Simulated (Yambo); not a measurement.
Consider the following.

```
CELL_PARAMETERS angstrom
      5.30352     0.00000     0.00000
      0.00000     5.30352     0.00000
      0.00000     0.00000     6.62918
ATOMIC_POSITIONS crystal
  Li 0.50000 0.50000 0.50000
  Li 0.00000 0.00000 0.00000
  N  0.24816 0.75184 0.50000
  N  0.75184 0.24816 0.50000
  N  0.74816 0.74816 0.00000
  N  0.25184 0.25184 0.00000
  Ca 0.00000 0.50000 0.25000
  Ca 0.00000 0.50000 0.75000
  Ca 0.50000 0.00000 0.25000
  Ca 0.50000 0.00000 0.75000
  Cu 0.50000 0.50000 0.00000
  Cu 0.00000 0.00000 0.50000
```

Workflow: PBEsol (pw.x of Quantum ESPRESSO, ONCV potentials, scalar-relativistic), then G0W0 in Yambo (2×2×2 Γ-centred k mesh, bands 11 to 288 and a 7 Ry block in the screening, 288 bands in G with the Bruneval-Gonze terminator, plasmon pole fitted at 27.2 eV).

Q: Give the PBEsol and G0W0 gaps between the band edges found on this mesh, and say where the edges lie.

A: Edges: Γ → Γ. PBEsol: 0.97 eV; G0W0: 1.47 eV. Nearest settings tried, and what they do to the gap: 193 bands in G: +9 meV; 145 bands in W: +54 meV; 6 Ry block (325 vectors against 391): +2 meV; 2×2×1 mesh: -108 meV. So the settings aren't converged at that level. Oxides, nitrides and fluorides with a shallow 3d shell are known to need far more bands and larger blocks. The k mesh is coarse. The filled Cu 3d shell has no Hubbard U; semilocal functionals place it too high.

Geometry of the Materials Project entry, not relaxed at this level.

The structure is a Materials Project entry; no match was found in the copy of COD used, and its stability was not checked.
